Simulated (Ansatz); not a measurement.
## NaTl₂AgF₆: reading a single point

```yaml
crystal:
  lattice:
    - [0.00000, 4.36234, 4.36234]
    - [4.36234, 0.00000, 4.36234]
    - [4.36234, 4.36234, 0.00000]
  atoms:
    - { symbol: Tl, position: [0.25000, 0.25000, 0.25000] }
    - { symbol: Tl, position: [0.75000, 0.75000, 0.75000] }
    - { symbol: F, position: [0.76500, 0.23500, 0.23500] }
    - { symbol: F, position: [0.23500, 0.76500, 0.23500] }
    - { symbol: F, position: [0.23500, 0.76500, 0.76500] }
    - { symbol: F, position: [0.76500, 0.23500, 0.76500] }
    - { symbol: F, position: [0.23500, 0.23500, 0.76500] }
    - { symbol: F, position: [0.76500, 0.76500, 0.23500] }
    - { symbol: Na, position: [0.50000, 0.50000, 0.50000] }
    - { symbol: Ag, position: [0.00000, 0.00000, 0.00000] }
```

Single point in Ansatz 0.2.0 with r2SCAN, no spin polarisation. Cutoff 500 eV, PAW datasets, 7×7×7 Γ-centred k mesh, fermi-dirac filling (width 0.1 eV).

**Formation energy.** -1.82 eV an atom against the elements' usual phases (free molecules for gases, crystals otherwise, with no correction for O₂ or N₂), so it is bound against them; other compounds may still compete. Relaxing would lower it.
**Contacts.** F–Ag at 2.05 Å: least valence density 0.62 e/Å³ and ELF 0.14 there. F–Na at 2.31 Å: least valence density 0.12 e/Å³ and ELF 0.02 there. Tl–F at 3.09 Å: least valence density 0.08 e/Å³ and ELF 0.03 there. Both are smooth PAW fields, read partly inside the augmentation spheres.
**Electronic structure.** It is a metal on this mesh, though the bands barely overlap, with about 8 states/eV a cell as the mean within 0.25 eV of the Fermi level, mostly F p (51 %) and Ag d (46 %).
**Stress.** The pressure is -0.1 GPa (compression positive), so with the atoms held at these fractions the cell is close to zero pressure.

Origin: a known structure type with other elements, at an estimated volume, so it need not be a known compound. Caveats: many states at the Fermi level without spin polarisation, so a magnetic state may lie lower.
